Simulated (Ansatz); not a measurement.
NbAlB:
```
NbAlB
1.0
    1.65243    -7.30652     0.00000
    1.65243     7.30652     0.00000
    0.00000     0.00000     3.10473
Al B Nb
2 2 2
Direct
  0.69992   0.30008   0.25000
  0.30008   0.69992   0.75000
  0.46926   0.53074   0.75000
  0.53074   0.46926   0.25000
  0.08801   0.91199   0.75000
  0.91199   0.08801   0.25000
```

Relaxed with PBEsol.

### Question
Which orbitals make up the states near the Fermi level in PBEsol in the plane-wave PAW code Ansatz?

### Answer
Within 0.5 eV of the Fermi level: Nb 4d 70 %, Al 3p 16 %, B 2p 6 %. Projections are on Löwdin-orthogonalised atomic valence shells; empty p or d shells of many metals are not among them.

### Question
Tabulate the density of states.

### Answer
States/eV per cell of 6 atoms, in 0.25 eV bins, energy from the Fermi level.

```tsv
E (eV)	total	Nb 4d	B 2p	Al 3p
-7.85	1.11	0.23	0.23	0.23
-7.60	1.14	0.25	0.23	0.25
-7.35	1.13	0.27	0.21	0.25
-7.10	0.95	0.22	0.20	0.20
-6.85	1.33	0.27	0.29	0.30
-6.60	1.29	0.30	0.32	0.26
-6.35	1.50	0.37	0.33	0.33
-6.10	1.76	0.44	0.41	0.37
-5.85	1.40	0.36	0.36	0.28
-5.60	1.45	0.36	0.42	0.26
-5.35	1.89	0.53	0.61	0.29
-5.10	2.37	0.70	0.90	0.28
-4.85	2.08	0.57	0.90	0.22
-4.60	1.79	0.45	0.80	0.22
-4.35	3.09	0.98	1.14	0.52
-4.10	2.95	1.04	1.08	0.53
-3.85	3.32	1.12	1.35	0.58
-3.60	2.66	0.97	0.95	0.53
-3.35	3.51	1.37	1.24	0.66
-3.10	2.85	1.17	0.80	0.69
-2.85	4.28	1.92	1.20	0.92
-2.60	2.93	1.48	0.62	0.69
-2.35	2.89	1.77	0.36	0.60
-2.10	3.07	1.95	0.33	0.60
-1.85	2.02	1.30	0.25	0.33
-1.60	2.61	1.58	0.33	0.47
-1.35	3.03	1.68	0.34	0.67
-1.10	3.62	1.94	0.33	0.89
-0.85	3.02	1.62	0.30	0.75
-0.60	2.70	1.43	0.27	0.66
-0.35	3.68	2.30	0.26	0.73
-0.10	2.86	2.04	0.16	0.46
0.15	2.20	1.68	0.13	0.28
0.40	1.99	1.59	0.11	0.22
0.65	1.31	0.97	0.10	0.18
0.90	1.36	0.96	0.13	0.17
1.15	0.97	0.66	0.10	0.14
1.40	1.69	1.19	0.17	0.21
1.65	1.69	1.16	0.17	0.21
1.90	2.23	1.41	0.24	0.32
2.15	2.88	1.80	0.31	0.39
2.40	3.28	2.13	0.31	0.36
2.65	3.61	2.29	0.30	0.37
2.90	3.50	2.00	0.44	0.41
3.15	4.30	2.42	0.51	0.56
3.40	3.39	1.88	0.37	0.43
3.65	4.72	2.58	0.53	0.59
3.90	3.86	1.91	0.50	0.48
4.15	4.45	2.07	0.66	0.60
4.40	3.81	1.54	0.58	0.64
4.65	3.14	1.15	0.49	0.56
```

Space group Cmcm. The start of the workflow was typed in or built on a structure type; neither database checked (COD, Materials Project) lists it. Its standing as an ambient phase is unchecked. The cell was relaxed with PBEsol under the symmetry of its start; its stability against distortions is not shown here. No spin polarisation was allowed. Scalar-relativistic: spin–orbit coupling is off unless named, which matters more the heavier the elements.

Potentials: the later of the program's two PAW sets.
